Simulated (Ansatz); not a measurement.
Ag: from a starting cell to a relaxed one

The start is a randomly generated symmetric cell of Ag (space group No. 66). The structure is fully relaxed (lattice and positions, P = 0) with PBEsol (plane waves to 420 eV, PAW, scalar-relativistic; Ansatz, a first-principles code). The first steps use a coarse 10×10×8 k-mesh.

The start:
```
CELL_PARAMETERS angstrom
      1.72305    -4.89546     0.00000
      1.72305     4.89546     0.00000
      0.00000     0.00000     4.39789
ATOMIC_POSITIONS crystal
  Ag 0.50000 0.00000 0.00000
  Ag 0.00000 0.50000 0.50000
  Ag 0.00000 0.00000 0.00000
  Ag 0.00000 0.00000 0.50000
```

**Question.** How large is the pressure on the unrelaxed cell, and of which sign?

**Answer.** +20.1 GPa (positive: the cell is compressed).

**Question.** How much energy is released per atom?

**Answer.** 0.70 eV/atom.

**Question.** How does the volume per atom move from start to end?

**Answer.** -0.8 %, from 18.55 to 18.40 Å³/atom.

**Question.** How do the shortest distances between atoms change?

**Answer.** The closest pairs of elements (up to four, under 3.6 Å), start → end: Ag–Ag 2.20 → 2.60 Å.

**Question.** What band gap does the relaxed structure have at this level?

**Answer.** Zero (metallic).

**Question.** Give the final cell and atomic positions.

**Answer.** 
Space group Cccm (No. 66); a = 2.7221 Å, b = 10.3882 Å, c = 5.2062 Å, α = β = γ = 90.00°

```csv
atom,site,symmetry,x,y,z
Ag,4f,..2/m,0.2500,0.2500,0.5000
Ag,4c,..2/m,0.0000,0.0000,0.0000
```
(The calculation used a cell of 4 atoms; values per cell refer to that cell.)

The space group stays Cccm (No. 66) (the run could not lower it), with 4 atoms in the primitive cell. Final values are on a 18×18×9 k-mesh of the relaxed cell. No spin polarisation in the result.

The run could not lose the symmetry of its start: the end is stationary, and may be a saddle point rather than a minimum.

All atoms sit on sites fixed by symmetry, so only the cell could relax.

The relaxed structure here is a generated cell of Ag: the first start was made by a random draw of sites in a space group, and the end was not matched to a known phase here, so it may be hypothetical. Known forms of Ag include space group No. 225.
